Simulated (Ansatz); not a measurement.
Trial structures of DyBe₂F₂: starts and ends

The calculation used DFT PBE, scalar-relativistic, plane waves, PAW, and for the lanthanide a 4f-in-core norm-conserving potential (Ansatz). All cells share a 630 eV cutoff and Γ-centred k meshes spaced at most about 0.3 Å⁻¹ (about 0.25 or finer for metals, 2π included). No spin polarisation in the final relaxations.

Each guess was relaxed in cell and atoms at zero pressure, within the symmetry of its start. Temperature and zero-point effects are left out. Coordination counts F atoms around Be and Dy (those within 1.25 times the shortest such distance or 1.15 times the sum of covalent radii, 1.27 where that leaves under three; the shortest distance is added where it exceeds 1.18 times the sum of covalent radii; a slash parts the counts of unlike sites).

```json
{"guess": "1", "made from": "random cell", "start group": "P-6m2", "V start (Å³/atom)": "14.4", "end group": "P-6m2", "V end (Å³/atom)": "27.7", "coordination at the end": "Dy 2, Be 6 from 3.1 Å/6 from 3.5 Å", "gap on mesh (eV)": "0", "E over the lowest end (meV/atom)": "911"}
{"guess": "2", "made from": "CeMg2Si2 type", "start group": "P4/mmm", "V start (Å³/atom)": "14.0", "end group": "?", "V end (Å³/atom)": "?", "coordination at the end": "?", "gap on mesh (eV)": "?", "E over the lowest end (meV/atom)": "?"}
{"guess": "3", "made from": "random cell", "start group": "Cmmm", "V start (Å³/atom)": "15.7", "end group": "Cmmm", "V end (Å³/atom)": "23.5", "coordination at the end": "Dy 4, Be 2 from 2.7 Å", "gap on mesh (eV)": "0", "E over the lowest end (meV/atom)": "0"}
{"guess": "4", "made from": "random cell", "start group": "P6/mmm", "V start (Å³/atom)": "13.1", "end group": "P6/mmm", "V end (Å³/atom)": "22.1", "coordination at the end": "Dy 6, Be 6 from 3.8 Å", "gap on mesh (eV)": "0", "E over the lowest end (meV/atom)": "175"}
```

Guess 2 as it starts:

```cif
data_structure
_symmetry_space_group_name_H-M 'P4/mmm'
_symmetry_Int_Tables_number 123
_cell_length_a 3.7053
_cell_length_b 3.7053
_cell_length_c 5.0875
_cell_angle_alpha 90.000
_cell_angle_beta 90.000
_cell_angle_gamma 90.000
_cell_volume 69.85
loop_
_atom_site_label
_atom_site_type_symbol
_atom_site_symmetry_multiplicity
_atom_site_Wyckoff_symbol
_atom_site_fract_x
_atom_site_fract_y
_atom_site_fract_z
_atom_site_occupancy
Dy1 Dy 1 a 0.00000 0.00000 0.00000 1
Be1 Be 2 h 0.50000 0.50000 0.80279 1
F1 F 2 e 0.50000 0.00000 0.50000 1
```

**Question.** Fill in the missing row: what does this guess relax into, and where does it rank?

**Answer.** It ends in space group P4/mmm (No. 123), with a = 3.903 Å, c = 4.307 Å, 13.1 Å³/atom and no gap. It lies 0.36 eV/atom over the lowest end, above guess 4 and below guess 1. Counting F atoms around Be and Dy, this end has Dy 8, Be 4 from 2.3 Å and the lowest (guess 3) has Dy 4, Be 2 from 2.7 Å.

```cif
data_structure
_symmetry_space_group_name_H-M 'P4/mmm'
_symmetry_Int_Tables_number 123
_cell_length_a 3.9033
_cell_length_b 3.9033
_cell_length_c 4.3071
_cell_angle_alpha 90.000
_cell_angle_beta 90.000
_cell_angle_gamma 90.000
_cell_volume 65.62
loop_
_atom_site_label
_atom_site_type_symbol
_atom_site_symmetry_multiplicity
_atom_site_Wyckoff_symbol
_atom_site_fract_x
_atom_site_fract_y
_atom_site_fract_z
_atom_site_occupancy
Dy1 Dy 1 a 0.00000 0.00000 0.00000 1
Be1 Be 2 h 0.50000 0.50000 0.77710 1
F1 F 2 e 0.50000 0.00000 0.50000 1
```

Formation energies are uncorrected and refer to the elements' standard structures at the same level (F₂ as a molecule).

**Question.** Is the lowest end bound against the elements?

**Answer.** Yes: its formation energy is −1.23 eV/atom. Whether it is stable depends on the other phases of the system, which aren't compared here.

Weakly bound directions are ill-defined at this level, which has no dispersion term (Cmmm, P-6m2), and this can change margins and order among such cells. In Cmmm, P6/mmm, P4/mmm, P-6m2 an odd number of valence electrons (the lanthanide is held trivalent, its 4f shell in the core) allows no gap without spin; another valence of the lanthanide, a larger cell or a magnetic state could open one. Be atoms have no neighbour within bonding distance in P-6m2, so such a cell has in effect fallen apart. A magnetic state wasn't ruled out in cells without spin, among them P4/mmm, P-6m2. Cells relaxed within their symmetry can be saddle points. A lower structure may well exist outside this small set. Some candidate types were left out of the draw beforehand, so a known form may be missing.

The lanthanide is trivalent by construction, without f bands, f moments or other valences. The reference runs of the other elements, and any phases without the lanthanide, used 420 eV, which shifts energies against them by under 10 meV/atom. The lanthanide's reference is the lowest of its hcp, dhcp and fcc cells.
